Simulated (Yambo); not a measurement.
G0W0@LDA for MgS (wurtzite, space group P6_3mc, No. 186) in Yambo. Reference settings: 6×6×2 Γ-centred k mesh, bands 9 to 166 and a 8 Ry block in the screening, 166 bands in G with the Bruneval-Gonze terminator, plasmon pole fitted at 27.2 eV. The LDA gap Γ → Γ on this mesh is 3.33 eV; G0W0 gaps are taken between the same points.

```json
[
 {"change from the reference": "reference settings", "G0W0 gap Γ → Γ (eV)": "5.29", "shift of the valence edge (eV)": "-1.25"},
 {"change from the reference": "3×3×2 mesh", "G0W0 gap Γ → Γ (eV)": "5.26", "shift of the valence edge (eV)": "-1.19"},
 {"change from the reference": "pole fitted at 15 eV", "G0W0 gap Γ → Γ (eV)": "5.26", "shift of the valence edge (eV)": "-1.17"},
 {"change from the reference": "61 bands in G, no terminator", "G0W0 gap Γ → Γ (eV)": "5.14", "shift of the valence edge (eV)": "-0.83"},
 {"change from the reference": "106 bands in W, 106 bands in G", "G0W0 gap Γ → Γ (eV)": "5.27", "shift of the valence edge (eV)": "-1.17"},
 {"change from the reference": "1 Ry block", "G0W0 gap Γ → Γ (eV)": "5.18", "shift of the valence edge (eV)": "-0.73"},
 {"change from the reference": "106 bands in G, no terminator", "G0W0 gap Γ → Γ (eV)": "___", "shift of the valence edge (eV)": "-1.06"},
 {"change from the reference": "106 bands in G", "G0W0 gap Γ → Γ (eV)": "5.29", "shift of the valence edge (eV)": "-1.24"}
]
```

Estimate the withheld gaps from the other rows; the computed values follow.


- 106 bands in G, no terminator, G0W0 gap Γ → Γ (eV): 5.21

The reference isn't shown to be the converged limit.

Geometry relaxed with LDA; primitive cell a = 3.9884 Å, b = 3.9884 Å, c = 6.3568 Å, α = 90.00°, β = 90.00°, γ = 120.00°.

This is not the ordinary phase of the substance; no match was found in the copy of COD used, and its stability was not checked.

A shift is the quasiparticle energy of the state minus its LDA energy.
